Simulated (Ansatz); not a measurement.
The relaxed structure here is a generated cell of SrTlI3: the first start was made by placing the elements on the sites of a structure type, and the end was not matched to a known phase here, so it may be hypothetical.

A structure of SrTlI3 relaxed with r2SCAN (plane waves to 500 eV, PAW, scalar-relativistic; Ansatz, a first-principles code); single points at other levels follow on the same geometry (Ansatz, PAW; HSE06 at 420 eV on a 3×2×3 k-mesh; no spin-orbit coupling). Space group Pnma (No. 62).

SrTlI₃ is taken in the orthorhombic space group Pnma (No. 62), Pearson symbol oP20. Lattice parameters: a = 9.0261 Å, b = 12.1222 Å, c = 8.1452 Å, α = β = γ = 90.00°. Tl on 4c has 4 I at 3.482–3.540 Å and 2 I at 3.767 Å. Sr on 4a is surrounded by 6 I at 3.266–3.284 Å (octahedral). I1 on 4c has 2 Sr at 3.284 Å and 2 Tl at 3.482–3.538 Å. I2 on 8d is coordinated by 2 Sr at 3.266–3.280 Å and 1 Tl at 3.540 Å and 1 Tl at 3.767 Å. (Neighbours: up to the widest gap in distance over summed covalent radii, below 1.35, at either atom; cation-cation and far metal-metal contacts left out.)

| level | gap (eV) | kind | conduction minimum |
|---|---|---|---|
| r2SCAN | 3.76 | indirect | k = (0, 0.3333, 0.25) |
| HSE06 | ? | – | ? |

### Question
Complete the blanks.

### Answer

- HSE06, gap (eV): 4.15
- HSE06, conduction minimum: Γ

HSE06 gaps come from a coarse mesh plus a few chosen points, so they may be too large. For this cell size the semilocal gaps come from the SCF mesh and high-symmetry points. No spin polarisation in the result.

The run could not lose the symmetry of its start: the end is stationary, and may be a saddle point rather than a minimum.
